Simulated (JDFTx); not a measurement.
CuAu(100) slab cut from bulk CuAu (space group P4/mmm, indices of the conventional cell, lattice of the Materials Project entry mp-522, not re-optimised): 7 atoms in 7 planes, a 1x1 cell of 10.21 Å² (|a| = 2.851, |b| = 3.582 Å), 8.2 Å between the outermost planes, Cu outermost, slab composition Cu4Au3, cell height 24.6 Å, 8×6×1 k mesh, Fermi smearing 0.01 Ha, no spin polarisation. Whether this polymorph is the ambient one wasn't checked.

Profiles through the double layer of this slab, charged, in SCCS (g09 parameters), water, 2 M KCl; PBE, GBRV ultrasoft potentials, plane waves to 20/100 Ha, a modified build of JDFTx. z is the height above the outermost atoms, φ the plane-averaged electrostatic potential energy of an electron (zero in the bulk liquid), ρ_b the bound charge of solvent and ions, s the cavity shape function (0 in the solid, 1 in the liquid).

```
z (Å)  n (e/Å³)     s  φ (eV)  ρ_b (10⁻³ e/Å³)
-----  --------  ----  ------  ---------------
0.91     0.0920  0.00  -1.520             0.00
1.36     0.0265  0.00  -0.357             0.18
1.82     0.0086  0.00  -0.029             1.93
2.27     0.0029  0.10   0.013             2.02
2.73     0.0010  0.89   0.012             1.10
3.18     0.0004  1.00   0.010             0.41
3.64     0.0001  1.00   0.008             0.15
4.09     0.0000  1.00   0.006             0.06
4.55     0.0000  1.00   0.005             0.02
5.01     0.0000  1.00   0.004             0.01
5.46     0.0000  1.00   0.003             0.01
5.92     0.0000  1.00   0.003             0.00
6.37     0.0000  1.00   0.002             0.00
6.83     0.0000  1.00   0.002             0.00
7.28     0.0000  1.00   0.001             0.00
7.74     0.0000  1.00   0.001             0.00
```

Question: Is the electrode positively or negatively charged, and roughly by how much?

Answer: Negatively: σ = -4.3 μC/cm² per face. The liquid's bound charge is of the opposite sign overall, and far from the surface φ decays with the screening length (2.1 Å).
